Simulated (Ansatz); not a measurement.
Relaxed-ion elastic tensor of Bi (diamond, Fd-3m) in GPa (Voigt order), the program Ansatz at the PBEsol level (PAW); density 7.55 g/cm³, 45.98 Å³ per atom.

```
 32.5   32.4   32.4    0.0    0.0    0.0
 32.4   32.5   32.4    0.0    0.0    0.0
 32.4   32.4   32.5    0.0    0.0    0.0
  0.0    0.0    0.0  -13.1    0.0    0.0
  0.0    0.0    0.0    0.0  -13.1    0.0
  0.0    0.0    0.0    0.0    0.0  -13.1
```

Question: Is the crystal mechanically stable?

Answer: No: the smallest eigenvalue of C is -13.1 GPa.

The start of the workflow was typed in or built on a structure type; neither database checked (COD, Materials Project) lists it. It is not the phase usual at ambient conditions (space group No. 166). Symmetry was held in the PBEsol relaxation. At this level the phase is mechanically unstable. As this level gives no gap, shear constants depend on the k-mesh and smearing (Fermi–Dirac, 0.1 eV here). Scalar-relativistic: spin–orbit coupling is off unless named, which matters more the heavier the elements.

Potentials: the later of the program's two PAW sets.
